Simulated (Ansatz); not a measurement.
Consider the following.

YPb$_{3}$:
```cif
data_Pb3Y
_chemical_formula_sum 'Y1 Pb3'
_space_group_name_H-M_alt 'P 1'
_space_group_IT_number 1
_cell_length_a 4.80761
_cell_length_b 4.80761
_cell_length_c 4.80761
_cell_angle_alpha 90.000
_cell_angle_beta 90.000
_cell_angle_gamma 90.000
loop_
_space_group_symop_operation_xyz
  'x, y, z'
loop_
_atom_site_label
_atom_site_type_symbol
_atom_site_fract_x
_atom_site_fract_y
_atom_site_fract_z
_atom_site_occupancy
Y1 Y 0.00000 0.00000 0.00000 1
Pb1 Pb 0.00000 0.50000 0.50000 1
Pb2 Pb 0.50000 0.00000 0.50000 1
Pb3 Pb 0.50000 0.50000 0.00000 1
```

This is the PBEsol-relaxed structure.

Q: All from PBEsol (plane waves, PAW; program Ansatz), unless another level is named. Estimate the Young's modulus.

A: 34.8 GPa.

Q: What about the elastic constants (relaxed ions, GPa)?

A: C11 = 62.8, C12 = 53.2, C44 = 23.1.

Space group Pm-3m (Cu3Au type). The workflow started from an entry of the Crystallography Open Database (COD). Its standing as an ambient phase is unchecked. The PBEsol relaxation kept the symmetry of its start; of distortions, only those at the zone centre were tested. The run is not spin-polarised. As this level gives no gap, shear constants depend on the k-mesh and smearing (Fermi–Dirac, 0.1 eV here). Scalar-relativistic: spin–orbit coupling is off unless named, which matters more the heavier the elements.

Potentials: the later of the program's two PAW sets.
